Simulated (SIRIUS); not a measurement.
Set-up for a self-consistent single point of SnO2 (P4_2/mnm, 6 atoms in the cell; from Materials Project mp-856, changed as shown).

```xyz
6
Lattice="4.5864 0.0000 0.0000 0.0000 4.5864 0.0000 0.0000 0.0000 3.0874" Properties=species:S:1:pos:R:3 pbc="T T T"
Sn     2.2932     2.2932     1.5437
Sn     0.0000     0.0000     0.0000
O      0.8899     3.6965     1.5437
O      3.6965     0.8899     1.5437
O      3.1831     3.1831     0.0000
O      1.4033     1.4033     0.0000
```

All values come from this method and carry its errors: PBE, SSSP 1.1.2 efficiency PBE pseudopotentials (plane waves; SIRIUS).

SIRIUS settings:

```
setting                                                                      value
--------------------------------------  ------------------------------------------
parameters.ngridk                                                           8 8 10
parameters.xc_functionals                             [XC_GGA_X_PBE, XC_GGA_C_PBE]
parameters.gk_cutoff                                                  8.062 1/bohr
parameters.pw_cutoff                                                 25.496 1/bohr
parameters.smearing                                                    fermi_dirac
parameters.smearing_width                                            0.00183747 Ha
potentials                              SSSP 1.1.2 efficiency PBE pseudopotentials
parameters.electronic_structure_method                             pseudopotential
parameters.num_bands                                                            31
parameters.num_mag_dims                                                          0
parameters.num_dft_iter                                                        100
parameters.energy_tol                                                     1e-07 Ha
parameters.density_tol                                                       1e-06
mixer.type                                                                broyden2
mixer.beta                                                                     0.5
mixer.use_hartree                                                            false
```

### Question
Estimate, at this level of theory: gap on the k-point mesh, pressure and largest force (vector length).

### Answer
The run gave:

Gap on the k-point mesh: 2.44 eV
Pressure: 39.50 GPa
Largest force (vector length): 0.488 eV/Å

Gaps are taken between levels on the mesh.

For comparison: a first run was changed to give this one (lattice scaled by 0.98), and from it to this one the free energy rises by 126 meV/atom, the pressure goes from 20.41 to 39.50 GPa, the largest force goes from 0.228 to 0.488 eV/Å and the gap on the mesh goes from 1.673 to 2.439 eV.

The structure comes from a collection of computed structures, made at another level of theory; the collection holds predicted forms beside known ones. Its lattice was then scaled. At this pressure the cell is far from its equilibrium volume at this level.

Cost on one core: around 4 core-minutes (rough).
